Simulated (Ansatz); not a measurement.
Crystals of one structure type (rock salt), relaxed and computed with PBEsol (plane waves, PAW; program Ansatz).

| crystal | a (Å) | ΔH_f (eV/atom) | highest Γ mode, no LO–TO term (cm⁻¹) | B₀ by P(V) fit (GPa) |
|---|---|---|---|---|
| AlRu | 4.930 | 0.22 | 335 | 156 |
| ZrRu | 5.287 | 0.10 | 170 | 154 |
| NbRu | 5.134 | 0.43 | 189 | 206 |
| MoRu | … | … | … | … |
| TaRu | 5.147 | 0.40 | 176 | 218 |

**Question.** Fill in the missing entries.

**Answer.** 
- MoRu, a (Å): 5.043
- MoRu, ΔH_f (eV/atom): 0.94
- MoRu, highest Γ mode, no LO–TO term (cm⁻¹): 91
- MoRu, B₀ by P(V) fit (GPa): 236

Typed or built starts, not in the databases checked: AlRu, rock salt; ZrRu, rock salt; NbRu, rock salt; MoRu, rock salt; TaRu, rock salt. Unstable at this level: AlRu, rock salt; ZrRu, rock salt; NbRu, rock salt; MoRu, rock salt; TaRu, rock salt. All cells were relaxed under the symmetry of their starts (and spin orders); stability against distortions was not tested throughout. Rows with no word on spin ran without spin polarisation. Scalar-relativistic: spin–orbit coupling is off unless named, which matters more the heavier the elements.

Potentials: the later of the program's two PAW sets.

Formation energies count from the lowest solids of the elements computed at the same level, not from gases.
